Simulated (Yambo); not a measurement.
Ba₂ScCuO₄ (space group P4/mmm, No. 123), G0W0@PBEsol in Yambo with this input:

```
rim_cut
gw0
dyson
el_el_corr
HF_and_locXC
ppa
em1d
RandQpts= 1000000
RandGvec= 1 Ry
EXXRLvcs= 92 Ry
VXCRLvcs= 368 Ry
Chimod= "HARTREE"
% BndsRnXp
 6 | 214 |
%
NGsBlkXp= 7 Ry
% LongDrXp
 1.0 | 1.0 | 1.0 |
%
PPAPntXp= 27.2114 eV
% GbndRnge
 1 | 214 |
%
GTermKind= "BG"
DysSolver= "n"
ExtendOut
```

On a 2×2×1 mesh, with wavefunctions cut at 92 Ry, the gap (M → X) is 2.897 eV and the valence edge shifts by -0.521 eV.

Problem. What happens with this change: no terminator?

Solution. The gap falls by 0.121 eV, to 2.776 eV; the shift of the valence edge becomes -0.296 eV. Neither run is shown to be the converged limit.

Geometry of the Materials Project entry, not relaxed at this level; primitive cell a = 4.177 Å, b = 4.177 Å, c = 8.079 Å, α = 90.00°, β = 90.00°, γ = 90.00°.

The structure is a Materials Project entry; no match was found in the copy of COD used, and its stability was not checked.

A shift is the quasiparticle energy of the state minus its PBEsol energy.
